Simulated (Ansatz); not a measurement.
The elements of this relaxed trial crystal are hidden behind letters.

```
lattice vectors (Å)
   3.5734    0.0000    0.0000
   0.0000    3.5734    0.0000
   0.0000    0.0000    9.4486
fractional positions
X 0.0000 0.5000 0.0000
X 0.5000 0.0000 0.5000
Z 0.0000 0.0000 0.7500
Z 0.0000 0.0000 0.2500
Q 0.5000 0.5000 0.2500
Q 0.5000 0.5000 0.7500
```

These are results of DFT PBE, scalar-relativistic, plane waves, PAW in Ansatz, not measurements. Cutoff 420 eV, Γ-centred 10×10×4 mesh (6-atom cell), Gaussian smearing of 0.10 eV, no spin polarisation.

```
Space group                                : P4_2/mmc (No. 131)
Conventional cell                          : a = 3.573 Å, c = 9.449 Å
Volume per atom                            : 20.11 Å³
Density                                    : 2.37 g/cm³
Formation energy                           : −0.17 eV/atom
Gap on the 10×10×4 mesh of the 6-atom cell : 0 eV (a metal)
```

Energies are uncorrected and count from the elements' standard states at the same level.

Problem. X is an s-block element of period 3, Z is a p-block element of period 3 and Q is a p-block element of period 3. Which elements are they?

Solution. X = Na, Z = P, Q = S, so the formula is NaPS. Density times volume gives a mean mass of 2.37 × 20.11/1.6605 = 28.7 u per atom, and this set has 28.7 u. Na is surrounded by 4 P at 2.96 Å, 4 S at 2.96 Å and 4 Na at 3.57 Å; P is surrounded by 4 S at 2.53 Å and 4 Na at 2.96 Å; S has 4 P at 2.53 Å and 4 Na at 2.96 Å. Swapping P and S gives the same structure, so either order is right.

The cell is a metal run without spin; a magnetic state may lie lower. A structure relaxed within its symmetry needn't be a true minimum.
